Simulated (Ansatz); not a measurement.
Starting cell, WS2 (2H-MoS2 type, space group P6_3/mmc):

```yaml
crystal:
  lattice:
    - [3.16997, 0.00000, 0.00000]
    - [-1.58498, 2.74527, 0.00000]
    - [0.00000, 0.00000, 12.49180]
  atoms:
    - { symbol: W, position: [0.33333, 0.66667, 0.25000] }
    - { symbol: W, position: [0.66667, 0.33333, 0.75000] }
    - { symbol: S, position: [0.33333, 0.66667, 0.62490] }
    - { symbol: S, position: [0.66667, 0.33333, 0.12490] }
    - { symbol: S, position: [0.66667, 0.33333, 0.37510] }
    - { symbol: S, position: [0.33333, 0.66667, 0.87510] }
```

In this cell atom 6 (S, nearest neighbour W at 2.407 Å; its periodic images, 3.2 Å or more away, move with it) is moved by s along Cartesian [110], unit vector (0.707, 0.707, 0.000); all other atoms and the cell stay fixed.

The numbers are results of r2SCAN+rVV10 (plane waves to 500 eV, PAW, scalar-relativistic; Ansatz, an electronic-structure program), not measurements. k mesh 10×10×3 (Γ-centred), Fermi-Dirac smearing 0.05 eV. E stands for the smeared free energy. Spin-orbit coupling is left out, though W is heavy. WS2 is run without spin polarisation. WS2 was relaxed with its symmetry unable to fall. The zero of ΔE is the undisplaced structure.

```csv
s (Å),ΔE (meV/cell)
-0.240,330
-0.192,209
-0.144,116
-0.096,51
-0.048,13
0.000,0
0.048,12
0.096,48
0.144,106
0.192,186
0.240,285
```

Q: What force constant k = d²E/ds² at s = 0 does the table give?

A: 11 eV/Å². It is the second difference of the nearest points, corrected with the next pair.

Q: With k = 10.75 eV/Å² from the forces, is the well harmonic out to s = 0.240 Å?

A: ½ks² = 310 meV/cell against the computed 285 meV/cell, so the well is softer than harmonic there.

(For displaced atoms, the force is minus the slope of the energy, and its curvature is a force constant, which sets phonon frequencies.)
